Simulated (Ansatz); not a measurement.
## Calculated with Ansatz: LaAl₂Sb₂, settings compared

Run with:

```bash
ansatz run input.yaml --threads 1 --pin off --max-ram 2560MiB --backend cpu --events-out ev --progress --plain --runs-dir out
```

Input:

```yaml
crystal:
  lattice:
    - [2.317026, 4.013205, 0.0]
    - [-2.317026, 4.013205, 0.0]
    - [0.0, 0.0, 7.563091]
  atoms:
    - { symbol: Sb, position: [0.3333, 0.3334, 0.27192] }
    - { symbol: Sb, position: [0.6667, 0.6666, 0.72808] }
    - { symbol: Al, position: [0.3333, 0.3334, 0.6387] }
    - { symbol: Al, position: [0.6667, 0.6666, 0.3613] }
    - { symbol: La, position: [0.0, 0.0, 0.0] }
  symmetry: { tolerance: 0.0003 }
kpoints:
  mp_grid: { grid: [5, 5, 3], shift: [0, 0, 0] }
magnetization:
  spin_polarized: false
scf:
  occupations: { method: methfessel_paxton, width: 0.0883 }
hamiltonian:
  pseudopotentials: { kind: paw }
  xc: pbe
basis:
  ecutwfc: 420
output:
  forces: true
  stress: true
  eigenvalues: true
```

Origin of the cell: a known structure type with other elements, at an estimated volume, so it need not be a known compound.

Output of this run (shortened):

```
SCF iter   1: F=—  HF=-20295.328086 eV  Δρ=5.90e-3  dr2=3.35e-1
SCF iter   2: F=—  HF=-20295.283226 eV  S|Δr|=    0.00e0  Δρ=2.41e-3  dr2=1.61e-2  defer=6
SCF iter   3: F=—  HF=-20295.281177 eV  S|Δr|=    0.00e0  Δρ=1.22e-3  dr2=6.20e-3  defer=6
SCF iter   4: F=—  HF=-20295.279941 eV  S|Δr|=    0.00e0  Δρ=3.93e-4  dr2=5.77e-4  defer=6
SCF iter   5: F=—  HF=-20295.279879 eV  S|Δr|=    0.00e0  Δρ=1.24e-4  dr2=6.80e-5  defer=6
SCF iter   6: F=—  HF=-20295.279874 eV  S|Δr|=    0.00e0  Δρ=3.87e-5  dr2=5.78e-6  defer=6
SCF iter   7: F=—  HF=-20295.279877 eV  S|Δr|=    0.00e0  Δρ=2.32e-5  dr2=3.89e-6  defer=6
SCF iter   8: F=—  HF=-20295.279877 eV  S|Δr|=    0.00e0  Δρ=7.65e-6  dr2=1.75e-7  defer=6
SCF iter   9: F=-20295.279877 eV  HF=-20295.279877 eV  S|Δr|=    0.00e0  Δρ=3.16e-6  dr2=4.85e-8
SCF 1 converged in 9 iterations: F = -20295.279877 eV  dr2 = 4.85e-8
SCF converged after 9 iterations
Stability not checked: this state was not tested for a lower state beside it, because cold or Methfessel-Paxton smearing, or corrected tetrahedra, fill the levels in a way that the test cannot read (fill_not_monotonic; […]
Free energy (F): -20295.279877 eV
Harris-Foulkes:  -20295.279877 eV  (|F-HF|=3.97e-8)
Internal energy: -20295.279368 eV  (E = F + TS)
E sigma→0 (E₀):  -20295.279749 eV
Entropy (-TS):   -0.000509 eV (-0.102 meV/atom)
Fermi energy:    9.356324 eV
--- Per-component energies (eV) ---
  E_band       = -411.945736
  E_kinetic    = 648.529915
  E_local      = -4093.989139  (includes V_loc(G=0)·N_el)
  E_nonlocal   = 845.633909
  E_hartree    = 1825.228235
  E_xc         = -493.372746
  E_vxc        = -395.200517  (∫ρ·V_xc dr)
  E_paw        = -15506.400754  (= ΣΔE_a)
  E_vpaw       = -1067.379189  (= ΣTr[D̂ρ^β])
  E_aug_tail   = -0.000007  (compensation charges beyond the density's cutoff)
  E_ewald      = -3520.908780
  E_smearing   = -0.000509  (= −TS)
  Σ components = -20295.279877   (vs F -20295.279877, Δ=0.00e0)
--- Forces (eV/Å), atoms counted from 1 ---
  atom   1  Sb    -0.000000    -0.000000    -0.081573
  atom   2  Sb     0.000000     0.000000     0.081573
  atom   3  Al    -0.000000    -0.000000     0.357726
  atom   4  Al     0.000000     0.000000    -0.357726
  atom   5  La    -0.000000    -0.000000     0.000000
  max |Σ_I F_I| component: 1.16e-17 eV/Å
--- Stress (GPa, compression-positive) ---
        0.964277      -0.000000      -0.000000
       -0.000000       0.964277       0.000000
       -0.000000       0.000000      -2.571933
  P = ⅓ Tr σ = -0.2145 GPa (-2.145 kbar)
```

The same input was run again with these changes:

1. `scf.mixing.preconditioner` default → none; `basis.ecutrho_ratio` default → 4; `hamiltonian.hubbard` default → { sites: [{ species: La, l: f, u_eff: 3.0 }], double_counting: fll }
2. `scf.occupations.width` 0.0883 → 0.2
3. `hamiltonian.hubbard` default → { sites: [{ species: La, l: f, u_eff: 2.0 }], double_counting: fll }; typed moments: none
4. `hamiltonian.xc` pbe → rpbe; `scf.convergence.dr2_threshold` default → 1.0e-08

```
 run        end  SCF iterations  P (GPa)  max force component (eV/Å)  moment (μB)  ΔE(σ→0) (meV/atom)
base  converged               9    -0.21                       0.358            –                   0
   1  converged              10     0.03                       0.351            –                   –
   2  converged               9    -0.13                       0.356            –               -0.22
   3  converged               9    -0.05                       0.352            –                   –
   4  converged              10     1.01                       0.361            –                   –
```

Energies are compared only where functional, datasets, charge and starting cell are the same.

Caveats of the base run: no moments, though an odd count or open d shells may carry them; no spin-orbit coupling, though heavy elements are present; the k mesh is coarse if the cell is a metal.

Run 2: wide smearing.
Run 4: forces of this functional can be a tenth off on datasets made under PBE.

Time of the base run: 4.5 s of wall time on 1 CPU thread(s) of a shared host, from the program's own first density.
